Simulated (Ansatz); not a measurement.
The end of the path is a generated cell of ZrS3: the first start was made by placing the elements on the sites of a structure type, and the end was not matched to a known phase here, so it may be hypothetical.

A geometry of ZrS3 away from equilibrium: the start of the relaxation of a generated cell, ZrS3 placed in the AFLOW prototype AB3_hP8_182_c_g (as in Fe3C). All values below come from PBE (plane waves to 420 eV, PAW, scalar-relativistic; Ansatz, a quantum-chemistry and plane-wave program). Γ-centred k-mesh 5×5×5 on the run's cell (coarser than for final values), Fermi–Dirac smearing 0.05 eV.

```xyz
8
Lattice="6.1244 0.0000 0.0000 -3.0622 5.3039 0.0000 0.0000 0.0000 5.3096" Properties=species:S:1:pos:R:3:forces:R:3 pbc="T T T" free_energy=-13783.947 pressure_GPa=8.6
S      1.9899     0.0000     0.0000   -0.5167    0.0000    0.0000
S      0.9949     1.7233     2.6548   -0.2584   -0.4475    0.0000
S     -0.9949     1.7233     0.0000    0.2584   -0.4475    0.0000
S      4.1345     0.0000     2.6548    0.5167    0.0000    0.0000
S      2.0673     3.5806     0.0000    0.2584    0.4475    0.0000
S     -2.0673     3.5806     2.6548   -0.2584    0.4475    0.0000
Zr     0.0000     3.5359     1.3274    0.0000    0.0000    0.0000
Zr     3.0622     1.7680     3.9822    0.0000    0.0000    0.0000
```

Positions in Å, forces in eV/Å, free energy of the cell in eV (comparable only within this code, potentials and settings). Largest force: 0.52 eV/Å, on S1, S2, S3, S4, S5, S6 (atoms numbered as listed); the geometry lies 0.32 eV/atom above the end of its relaxation.

No spin polarisation in the result.

The run could not lose the symmetry of its start, so the end can be a saddle point.
